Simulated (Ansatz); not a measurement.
BaInHO$_{2}$ in space group P4/mmm (No. 123; Ba on 1d, In on 1a, O on 2f, H on 1b), PBEsol in the plane-wave PAW code Ansatz, all energies at zero smearing, with the estimated change up to a 700 eV cutoff added, with one set of potentials and settings (totals compare only within such a set). Cell of 5 atoms (1 Ba, 1 In, 2 O, 1 H): -12528.514 eV.

```csv
element,reference phase,E (eV/atom)
Ba,"Im-3m, 1 atoms in the cell",-5862.7577
In,"I4/mmm, 1 atoms in the cell",-5525.4724
O,"C2/m, 4 atoms in the cell, spin-polarised",-558.3609
H,"Cmce, 4 atoms in the cell",-15.6186
```

Formation energy per atom, worked out: (-12528.514 − 1×(-5862.7577) − 1×(-5525.4724) − 2×(-558.3609) − 1×(-15.6186))/5 = -1.589 eV/atom (-153 kJ per mol of atoms), at 0 K, without zero-point energy or fitted corrections.

The start of the workflow was typed in or built on a structure type; neither database checked (COD, Materials Project) lists it. Whether it is the stable phase at ambient conditions was not checked. Symmetry was held in the PBEsol relaxation. At this level the phase is dynamically unstable (imaginary phonons). The references are the lowest solids computed at this level, not always the standard phases (solids in place of the gases). Spin–orbit coupling is left out wherever it is not named.

Potentials: the earlier of the program's two PAW sets. The files were generated under PBE; for other functionals the program regenerates the frozen cores, and for LDA and PBEsol the local potential too.
